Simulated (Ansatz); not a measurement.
This cell of LiCl (rock salt) is off equilibrium:

```
LiCl
1.0
    0.00000     5.15039     5.15039
    2.57520     2.57520     5.15039
    2.57520     2.57520     0.00000
Cl Li
2 2
Direct
  0.00000   0.00020   0.99980
  0.50000   0.99980   0.00020
  0.00000   0.51812   0.48188
  0.50000   0.48188   0.51812
```

The numbers are results of PBE (plane waves to 420 eV, PAW, scalar-relativistic; Ansatz, a first-principles code), not measurements. k mesh 11×11×11 (Γ-centred), Fermi-Dirac smearing 0.05 eV. Stress and pressure are positive under compression. LiCl was relaxed with its symmetry unable to fall.

Q: What forces act on the atoms (eV/Å, Cartesian)?

A: 
| atom | Fx | Fy | Fz |
|---|---|---|---|
| Cl1 | 0.000 | 0.000 | -0.002 |
| Cl2 | 0.000 | 0.000 | 0.002 |
| Li3 | 0.000 | 0.000 | -0.110 |
| Li4 | 0.000 | 0.000 | 0.110 |

(For displaced atoms, the force is minus the slope of the energy, and its curvature is a force constant, which sets phonon frequencies.)
